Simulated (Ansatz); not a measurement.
## SrCl2: do energies and stresses tell the same story?

All numbers below come from DFT r2SCAN, scalar-relativistic, plane waves, PAW (Ansatz 0.2.0).

Cutoff 500 eV; k points 6×6×6 on the computed 3-atom cell (Γ-centred); Gaussian smearing, width 0.02 eV; no spin polarisation.

Relaxed cell: Fm-3m, a = 6.995 Å, b = 6.995 Å, c = 6.995 Å, α = 90.00°, β = 90.00°, γ = 90.00°, 3 atoms in the primitive cell. Whether it is the stable form of this composition wasn't checked.

Energies at zero smearing and pressures from the stress tensor, at volumes with shape and atoms relaxed:
```tsv
V (Å³/atom)	E − E(first) (meV/atom)	P (GPa)
25.099	0.00	6.39
25.954	-28.59	4.37
26.810	-47.24	2.66
27.665	-57.50	1.22
28.521	-60.64	-0.01
29.377	-57.76	-1.04
30.232	-49.77	-1.92
31.373	-32.52	-2.89
```

**Question.** Check P = −dE/dV between neighbouring volumes, and get the bulk modulus from the pressures alone.

**Answer.** With 1 eV/Å³ = 160.2 GPa:
```
middle V (Å³/atom)  −ΔE/ΔV (GPa) mean P (GPa)
            25.526         5.353         5.381
            26.382         3.493         3.517
            27.238         1.921         1.940
            28.093         0.588         0.605
            28.949        -0.540        -0.526
            29.805        -1.495        -1.483
            30.803        -2.423        -2.405
```

The two differ by 0.03 GPa at most. The mean of two end pressures misses the average over a step by about ΔV² P″/12, up to 0.03 GPa here; with that taken off 0.00 GPa remains. Around V = 28.521 Å³/atom, the two neighbours give B = −V ΔP/ΔV = 28.521 × 2.26 / 1.711 = 37.7 GPa, against B0 = 37.5 GPa from the Birch–Murnaghan fit of the energies.

Cost: 9 runs of about 0.93 core-minutes in all, on Arm Neoverse V2 (shared hosts).